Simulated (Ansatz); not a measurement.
ScPdN2 in space group R-3m (No. 166; Sc on 3b, Pd on 3a, N on 6c), PBE in the plane-wave PAW code Ansatz, all energies at zero smearing, with the estimated change up to a 700 eV cutoff added, with one set of potentials and settings (totals compare only within such a set). Cell of 4 atoms (1 Sc, 1 Pd, 2 N): -9877.209 eV.

```csv
element,reference phase,E (eV/atom)
Sc,"P6_3/mmc, 2 atoms in the cell",-2135.8097
Pd,"Fm-3m, 1 atoms in the cell",-6972.8544
N,"Pa-3, 8 atoms in the cell",-384.0325
```

Formation energy per atom, worked out: (-9877.209 − 1×(-2135.8097) − 1×(-6972.8544) − 2×(-384.0325))/4 = -0.120 eV/atom (-12 kJ per mol of atoms), at 0 K, without zero-point energy or fitted corrections.

The start of the workflow was typed in or built on a structure type; neither database checked (COD, Materials Project) lists it. Whether it is the stable phase at ambient conditions was not checked. The cell was relaxed with PBE under the symmetry of its start; its stability against distortions is not shown here. The run is not spin-polarised. The references are the lowest solids computed at this level, not always the standard phases (solids in place of the gases).

Potentials: the later of the program's two PAW sets.
